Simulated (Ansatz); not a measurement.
Na$_{2}$CO$_{3}$:
```
CELL_PARAMETERS angstrom
      4.40548     2.63783     0.00000
     -4.40548     2.63783     0.00000
     -1.34630     0.00000     5.79690
ATOMIC_POSITIONS crystal
  Na 0.66889 0.33111 0.74016
  Na 0.33111 0.66889 0.25984
  Na 0.00000 0.00000 0.00000
  Na 0.00000 0.00000 0.50000
  C  0.33620 0.66380 0.75061
  C  0.66380 0.33620 0.24939
  O  0.21263 0.78737 0.83147
  O  0.78737 0.21263 0.16853
  O  0.81240 0.60915 0.29125
  O  0.18760 0.39085 0.70875
  O  0.60915 0.81240 0.70875
  O  0.39085 0.18760 0.29125
```

Relaxed with r²SCAN.

**Question.** Give the Bader charges and basin volumes of the independent atoms, r²SCAN (plane waves, PAW; program Ansatz).

**Answer.** 

```tsv
atom	Bader charge (e)	Bader volume (Å³)
Na1	+0.90	8.8
Na3	+0.89	7.7
Na4	+0.89	7.5
C5	+2.33	3.3
O7	-1.37	16.0
O9	-1.37	15.8
```

Space group C2/m. The first step of the workflow began from a Materials Project structure, measured or hypothetical; the Crystallography Open Database files this formula in space group No. 12, but the cells were not matched. Its standing as an ambient phase is unchecked. The cell was relaxed with r²SCAN under the symmetry of its start; whether a distortion lowers the energy is not shown.

Potentials: the later of the program's two PAW sets.
